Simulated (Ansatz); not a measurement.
Method: DFT PBE, scalar-relativistic, plane waves, PAW (Ansatz). All cells share a 420 eV cutoff and Γ-centred k meshes spaced about 0.3 Å⁻¹ or finer (0.25 for metals, 2π included). No spin polarisation in the final relaxations.

All energies are static (0 K, no zero-point motion). All come from trial cells, and lower structures may exist.

Task: Which of these relaxed structures of Ti2Cl is the lowest in energy?
A.

```
Ti Cl
1.0
     1.56273    0.90224   14.19696
    -1.56273    0.90224   14.19696
     0.00000   -1.80449   14.19696
Ti Cl
4 2
Direct
  0.58919 0.58919 0.58919
  0.30691 0.30691 0.30691
  0.41081 0.41081 0.41081
  0.69309 0.69309 0.69309
  0.88365 0.88365 0.88365
  0.11635 0.11635 0.11635
```

B.

```
Ti Cl
1.0
     3.15259    0.00000    0.00000
    -1.57629    2.73022    0.00000
     0.00000    0.00000   11.61656
Ti Cl
4 2
Direct
  0.33333 0.66667 0.41238
  0.33333 0.66667 0.08762
  0.66667 0.33333 0.91238
  0.66667 0.33333 0.58762
  0.00000 0.00000 0.25000
  0.00000 0.00000 0.75000
```

C.

```
Ti Cl
1.0
     3.10745    0.00000    0.00000
    -1.55373    2.69113    0.00000
     0.00000    0.00000   14.36314
Ti Cl
4 2
Direct
  0.00000 0.00000 0.76489
  0.00000 0.00000 0.23511
  0.33333 0.66667 0.08210
  0.66667 0.33333 0.91790
  0.33333 0.66667 0.64913
  0.66667 0.33333 0.35087
```

Result: A. It has space group R-3m (No. 166); the next, C, with space group P-3m1 (No. 164), lies 26 meV/atom higher. Counting Cl atoms around Ti (those within 1.25 times the shortest such distance or 1.15 times the sum of covalent radii; a plus sign parts nearer from farther groups; the shortest distance is added where it exceeds 1.18 times the sum of covalent radii; a slash parts the counts of unlike sites), the lowest has Ti 3/3+3 from 4.2 Å and the next has Ti 3/3+3 from 4.3 Å.

Weakly bound directions are ill-defined at this level, which has no dispersion term (R-3m, P-3m1), and this can change margins and order among such cells. Cells relaxed within their symmetry can be saddle points. Some candidate types were left out of the draw beforehand, so a known form may be missing.
